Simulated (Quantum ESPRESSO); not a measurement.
# Band energies of Ga₂O₃

```
Ga2O3
1.0
    6.14023    -1.52378     0.00000
    6.14023     1.52378     0.00000
   -1.38413     0.00000     5.65035
O Ga
6 4
Direct
  0.50353   0.50353   0.74334
  0.49647   0.49647   0.25666
  0.82663   0.82663   0.43677
  0.17337   0.17337   0.56323
  0.16450   0.16450   0.10915
  0.83550   0.83550   0.89085
  0.34116   0.34116   0.68527
  0.65884   0.65884   0.31473
  0.90953   0.90953   0.20521
  0.09047   0.09047   0.79479
```

PBEsol (pw.x of Quantum ESPRESSO, ONCV potentials, without SOC); path XΓY,LΓZ,NΓM,RΓ; energies in eV from the valence-band maximum.

```
k (1/Å)  point  band 40  band 41  band 42  band 43  band 44  band 45  band 46  band 47
-------  -----  -------  -------  -------  -------  -------  -------  -------  -------
0.00         X    -1.34    -0.81    -0.74    -0.49    -0.11     5.46     6.33     7.05
0.21              -1.29    -0.90    -0.74    -0.59    -0.10     5.66     6.22     6.53
0.43              -1.21    -1.10    -0.77    -0.60    -0.06     5.16     6.05     6.68
0.85              -0.99    -0.87    -0.54    -0.36    -0.03     2.82     5.71     6.73
1.06         Γ    -0.73    -0.71    -0.50    -0.30    -0.03     2.23     5.52     6.55
1.62         Y    -1.44    -0.68    -0.66    -0.54    -0.31     4.60     4.74     6.54
1.62         L    -1.29    -1.11    -1.05    -0.75    -0.65     6.71     6.76     7.64
2.01              -1.46    -1.10    -1.01    -0.55    -0.36     5.97     6.44     7.52
2.21              -1.47    -1.07    -0.85    -0.44    -0.29     4.97     6.31     7.17
2.40              -1.38    -1.00    -0.66    -0.37    -0.21     3.82     6.05     6.85
2.79         Γ    -0.73    -0.71    -0.50    -0.30    -0.03     2.23     5.52     6.55
3.01              -0.73    -0.67    -0.62    -0.50    -0.14     2.89     5.51     6.40
3.46         Z    -0.75    -0.68    -0.65    -0.62    -0.01     5.01     5.14     6.05
3.46         N    -1.29    -1.11    -1.05    -0.75    -0.65     6.71     6.76     7.64
3.79              -1.44    -1.12    -1.05    -0.58    -0.39     6.20     6.47     7.54
3.96              -1.47    -1.08    -0.93    -0.48    -0.32     5.43     6.37     7.35
4.30              -1.26    -0.95    -0.61    -0.35    -0.18     3.50     5.94     6.79
4.46              -0.88    -0.80    -0.52    -0.32    -0.08     2.63     5.64     6.65
4.63         Γ    -0.73    -0.71    -0.50    -0.30    -0.03     2.23     5.52     6.55
4.98              -0.94    -0.73    -0.70    -0.53    -0.12     3.58     5.16     5.90
5.16         M    -1.10    -0.72    -0.71    -0.43    -0.16     4.40     4.65     5.66
5.16         R    -1.34    -0.81    -0.74    -0.49    -0.11     5.46     6.33     7.05
5.31              -1.31    -0.86    -0.74    -0.55    -0.10     5.57     6.35     6.64
5.46              -1.25    -0.99    -0.75    -0.63    -0.08     5.79     5.85     6.57
5.77              -1.19    -1.06    -0.71    -0.49    -0.04     4.14     6.07     6.84
5.92              -1.13    -0.96    -0.60    -0.40    -0.03     3.29     5.85     6.83
6.22         Γ    -0.73    -0.71    -0.50    -0.30    -0.03     2.23     5.52     6.55
```

The PBEsol gap is 2.23 eV; at least one edge lies off the plotted path, at a point of the SCF mesh. The smallest direct gap is 2.26 eV. Another valence extremum on the path lies within 0.02 eV, too close to call.

Spin-orbit splittings are left out.

Geometry of the Materials Project entry, not relaxed at this level.
